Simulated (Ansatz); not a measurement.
TlPt: do energies and stresses tell the same story?

Theory: Ansatz 0.2.0, DFT PBE, scalar-relativistic, plane waves, PAW.

Cutoff 420 eV; k points 6×6×8 on the computed 6-atom cell (Γ-centred); Gaussian smearing, width 0.10 eV; no spin polarisation.

Relaxed cell: P6/mmm, a = 6.587 Å, b = 6.587 Å, c = 3.981 Å, α = 90.00°, β = 90.00°, γ = 120.00°, 6 atoms in the primitive cell. Whether it is the stable form of this composition wasn't checked.

Energies at zero smearing and pressures from the stress tensor, at volumes with shape and atoms relaxed:
```
V (Å³/atom) E − E(first) (meV/atom) P (GPa)
     23.435                     0.00     3.32
     24.183                   -11.06     1.40
     24.931                   -14.50     0.02
     25.679                   -11.65    -1.19
     26.427                    -4.74    -1.25
```

Question: Check P = −dE/dV between neighbouring volumes, and get the bulk modulus from the pressures alone.

Answer: With 1 eV/Å³ = 160.2 GPa:
| middle V (Å³/atom) | −ΔE/ΔV (GPa) | mean P (GPa) |
| --- | --- | --- |
| 23.809 | 2.369 | 2.358 |
| 24.557 | 0.738 | 0.710 |
| 25.305 | -0.611 | -0.583 |
| 26.053 | -1.480 | -1.218 |

The two differ by 0.26 GPa at most. The mean of two end pressures misses the average over a step by about ΔV² P″/12, up to 0.17 GPa here; with that taken off 0.11 GPa remains, from the smearing term (the stress is the derivative of the free energy), the finite cutoff, the mesh or the relaxation's tolerance. Around V = 24.931 Å³/atom, the two neighbours give B = −V ΔP/ΔV = 24.931 × 2.59 / 1.496 = 43.1 GPa, against B0 = 42.0 GPa from the Birch–Murnaghan fit of the energies.

Spin–orbit coupling is left out, which can shift energies with elements as heavy as these.